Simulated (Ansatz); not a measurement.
**WC: moving W off its site**

WC, Fm-3m, a = 4.385 Å (as given, not relaxed at this level: -5.2 GPa). This isn't the usual stable structure of the compound. Ansatz: r2SCAN, PAW, 500 eV, Γ-centred 18×18×18 mesh on 2 atoms, Gaussian smearing 0.15 eV; no spin polarisation.

```xyz
2
Lattice="0.0000 2.1927 2.1927 2.1927 0.0000 2.1927 2.1927 2.1927 0.0000" Properties=species:S:1:pos:R:3 pbc="T T T"
W     0.0000    0.0000    0.0000
C     2.1927    2.1927    2.1927
```

Atom 1 (W) moves by x along the unit vector (0.000, -0.707, -0.707), with its periodic images; all else is held. y is the free energy of the cell over the start, F the force along the path summed over the moved atoms. Symmetry makes y even in x.

```tsv
x (Å)	y (meV)	F (eV/Å)
-0.200	128.5	1.42
-0.100	28.1	0.60
0.000	0.0	0.00
0.025	1.6	-0.13
0.050	6.6	-0.27
0.075	15.2	-0.43
0.125	?	?
0.150	67.9	-1.00
0.175	95.6	-1.21
```

Q: Fit y = c2 x² + c4 x⁴ to the energies of the other rows, give the force constant, and predict energy and force of the missing row.

A: Least squares on the rows shown. y = 2727 x² + 12350 x⁴. The force constant is 2 c2 = 5.45 eV/Å², for the cell as given, at -5.2 GPa (for all images moving together, not for a lone atom). With two atoms in a cubic cell this is the optical mode at Γ (in a metal it hangs on mesh and smearing): ω = 521.5 √(2 c2/μ) = 363 cm⁻¹ for μ = 11.27 u. The force −dy/dx at the missing row is -0.78 eV/Å (computed -0.80). With a term in x⁶ added, the coefficient of x² becomes 2590, 5 % less, which shows how far this figure hangs on the form. At x = 0.125 the fit asked for gives 45.6 meV. The run gave 45.5 meV, so the fit is 0.1 meV too high, within the rms miss on the fitted rows (0.4 meV).

Spin–orbit coupling is left out, which can shift energies with elements as heavy as these.